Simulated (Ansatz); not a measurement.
Ti3Al in space group P6_3/mmc (No. 194; Ti on 6h, Al on 2c) at seven volumes, PBEsol (plane waves, PAW; program Ansatz), shape and atoms relaxed at each. One row is withheld.

```
V (Å³/atom)  P (GPa)
-----------  -------
14.683             ?
15.167          8.43
15.651          3.92
16.135          0.00
16.619         -3.40
17.103         -6.36
17.587         -8.93
```

Fit the shown pressures and predict the withheld one.

P = (3/2)B₀(x^(7/2) − x^(5/2))[1 + (3/4)(B′ − 4)(x − 1)] with x = (V₀/V)^(2/3). Least squares on the six rows gives V₀ = 16.135 Å³/atom, B₀ = 122 GPa, B′ = 3.69. At V = 14.683, x = 1.0649 and P = 13.69 GPa. The run itself gave 13.63 GPa.

The PBEsol relaxation kept the symmetry of its start; of distortions, only those at the zone centre were tested. The run is not spin-polarised.

Potentials: the later of the program's two PAW sets.
